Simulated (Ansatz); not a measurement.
ZnIn2O4:
Space group Fd-3m, origin choice 1 (No. 227); a = b = c = 8.9222 Å, α = β = γ = 90.00°

```csv
atom,site,symmetry,x,y,z
Zn,8a,-43m,0.0000,0.0000,0.0000
In,16d,.-3m,0.6250,0.6250,0.6250
O,32e,.3m,0.3807,0.3807,0.3807
```
(The calculation used a cell of 14 atoms; values per cell refer to that cell.)

Relaxed with PBEsol. The program Ansatz at the PBEsol level (PAW) gives a gap of 1.27 eV.

Question: What gap does HSE06 give on the same cell (Ansatz, PAW)?

Answer: 2.95 eV, 1.68 eV more. The hybrid was solved on a coarser mesh and at special points; its gap is the smallest among all of these.

```tsv
k	v1 PBEsol	c1 PBEsol	v1 HSE06	c1 HSE06
Γ	0.00	1.27	-0.02	2.95
X	-0.11	4.83	___	___
L	0.00	3.97	___	___
W	-0.18	5.11	___	___
K	-0.03	4.89	___	___
```

Question: Top valence (v1) and lowest conduction level (c1) in eV from each method's valence maximum (which need not be a listed point): supply the withheld HSE06 values.

Answer: 
- W, v1 HSE06: -0.19
- W, c1 HSE06: 6.94
- X, v1 HSE06: -0.12
- X, c1 HSE06: 6.62
- K, v1 HSE06: -0.03
- K, c1 HSE06: 6.70
- L, v1 HSE06: 0.00
- L, c1 HSE06: 5.70

Cost on shared cores: the PBEsol run (SCF on a 6×6×6 mesh, then bands and DOS) around 80 core-seconds (rough), the HSE06 run (SCF on 3×3×3, then a few points) very roughly 6 core-minutes; the tasks are unlike.

The first step of the workflow began from a Materials Project structure, measured or hypothetical; the Crystallography Open Database copy checked does not list it. Whether it is the stable phase at ambient conditions was not checked. The cell was relaxed with PBEsol under the symmetry of its start; of distortions, only those at the zone centre were tested. Scalar-relativistic: spin–orbit coupling is off unless named, which matters more the heavier the elements.

Potentials: the later of the program's two PAW sets.
